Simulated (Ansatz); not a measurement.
Input:

Ge2Sb2Te5:
```yaml
crystal:
  lattice:
    - [2.10738, 1.21670, 17.20882]
    - [-2.10738, 1.21670, 17.20882]
    - [0.00000, -2.43339, 17.20882]
  atoms:
    - { symbol: Te, position: [0.00000, 0.00000, 0.00000] }
    - { symbol: Ge, position: [0.69976, 0.69976, 0.69976] }
    - { symbol: Te, position: [0.39876, 0.39876, 0.39876] }
    - { symbol: Sb, position: [0.10436, 0.10436, 0.10436] }
    - { symbol: Te, position: [0.80456, 0.80456, 0.80456] }
    - { symbol: Te, position: [0.19544, 0.19544, 0.19544] }
    - { symbol: Sb, position: [0.89564, 0.89564, 0.89564] }
    - { symbol: Te, position: [0.60124, 0.60124, 0.60124] }
    - { symbol: Ge, position: [0.30024, 0.30024, 0.30024] }
```

This is the PBE+D3(BJ)-relaxed structure. x, y and z are the axes in which the lattice vectors are written.

Q: All from DFT-PBE+D3(BJ) in the program Ansatz with PAW potentials, unless another level is named. Give the band gap.

A: 0.23 eV (indirect).

Q: And the smallest direct gap on the standard path?

A: 0.30 eV.

Q: Next, the electron effective mass?

A: 0.086, 0.13, 0.57 mₑ (principal values).

Q: Next, the conduction-band minimum?

A: off the standard path, at k = (-0.150, -0.070, 0.328).

Space group R-3m. The start of the workflow was typed in or built on a structure type; neither database checked (COD, Materials Project) lists it. It is not the phase usual at ambient conditions (space group No. 164). The PBE+D3(BJ) relaxation kept the symmetry of its start; whether a distortion lowers the energy is not shown. Spin–orbit coupling is left out wherever it is not named.

Potentials: the earlier of the program's two PAW sets.
